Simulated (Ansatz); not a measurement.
## B2W: do energies and stresses tell the same story?

Level of theory: DFT PBEsol, scalar-relativistic, plane waves, PAW in Ansatz.

Cutoff 420 eV; k points 18×18×12 on the computed 3-atom cell (Γ-centred); Gaussian smearing, width 0.10 eV; no spin polarisation.

Relaxed cell: P6/mmm, a = 3.010 Å, b = 3.010 Å, c = 3.317 Å, α = 90.00°, β = 90.00°, γ = 120.00°, 3 atoms in the primitive cell. Whether it is the stable form of this composition wasn't checked.

Energies at zero smearing and pressures from the stress tensor, at volumes with shape and atoms relaxed:
```csv
V (Å³/atom),E − E(first) (meV/atom),P (GPa)
7.634,0.00,56.11
7.894,-76.54,38.65
8.154,-126.82,23.74
8.414,-154.70,10.97
8.675,-163.36,0.01
8.935,-155.50,-9.39
9.195,-133.46,-17.44
9.542,-85.58,-26.38
```

Q: Check P = −dE/dV between neighbouring volumes, and get the bulk modulus from the pressures alone.

A: With 1 eV/Å³ = 160.2 GPa:
```json
{"middle V (Å³/atom)": "7.764", "−ΔE/ΔV (GPa)": "47.120", "mean P (GPa)": "47.379"}
{"middle V (Å³/atom)": "8.024", "−ΔE/ΔV (GPa)": "30.960", "mean P (GPa)": "31.195"}
{"middle V (Å³/atom)": "8.284", "−ΔE/ΔV (GPa)": "17.164", "mean P (GPa)": "17.357"}
{"middle V (Å³/atom)": "8.545", "−ΔE/ΔV (GPa)": "5.329", "mean P (GPa)": "5.492"}
{"middle V (Å³/atom)": "8.805", "−ΔE/ΔV (GPa)": "-4.840", "mean P (GPa)": "-4.688"}
{"middle V (Å³/atom)": "9.065", "−ΔE/ΔV (GPa)": "-13.566", "mean P (GPa)": "-13.414"}
{"middle V (Å³/atom)": "9.369", "−ΔE/ΔV (GPa)": "-22.111", "mean P (GPa)": "-21.907"}
```

The two differ by 0.26 GPa at most. The mean of two end pressures misses the average over a step by about ΔV² P″/12, up to 0.23 GPa here; with that taken off 0.05 GPa remains. The stress is the derivative of the free energy, not of the energy at zero smearing, and with free energies 0.01 GPa remains. Around V = 8.675 Å³/atom, the two neighbours give B = −V ΔP/ΔV = 8.675 × 20.36 / 0.520 = 339.3 GPa, against B0 = 337.6 GPa from the Birch–Murnaghan fit of the energies.

Spin–orbit coupling is left out, which can shift energies with elements as heavy as these.